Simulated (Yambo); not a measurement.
G0W0@PBEsol for SiO₂ (space group P2_1, No. 4) in Yambo (2×1×2 mesh, 7 Ry block, plasmon pole, screening fixed), without a terminator:

| bands N in G | gap Γ → Γ (eV) | shift of the valence edge (eV) |
|---|---|---|
| 99 | 8.311 | -1.182 |
| 167 | 8.404 | -1.437 |
| 257 | 8.503 | -1.597 |

Extrapolate both columns to infinite N with E(N) = E∞ + A/N, test the form, and compare with the terminator.

From two points, E∞ = (N2 E2 − N1 E1)/(N2 − N1). The two largest N give 8.69 eV for the gap and -1.89 eV for the shift; the two smallest give 8.54 eV and -1.81 eV. For the gap the slopes A are -23 and -47 eV: the form isn't reached, and its limit is uncertain. For the shift the slopes A are 62 and 76 eV: the form isn't reached, and its limit is uncertain. With the Bruneval-Gonze terminator and 257 bands the run gives 8.61 eV and -1.81 eV, 0.08 eV and 0.09 eV from the extrapolated values: the terminator too is an estimate of the remainder. Block, mesh and the bands in W are held fixed.

Geometry of the Materials Project entry, not relaxed at this level; primitive cell a = 4.931 Å, b = 8.180 Å, c = 5.005 Å, α = 90.00°, β = 118.37°, γ = 90.00°.

This is not the ordinary phase of the substance; no match was found in the copy of COD used, and its stability was not checked.

A shift is the quasiparticle energy of the state minus its PBEsol energy.
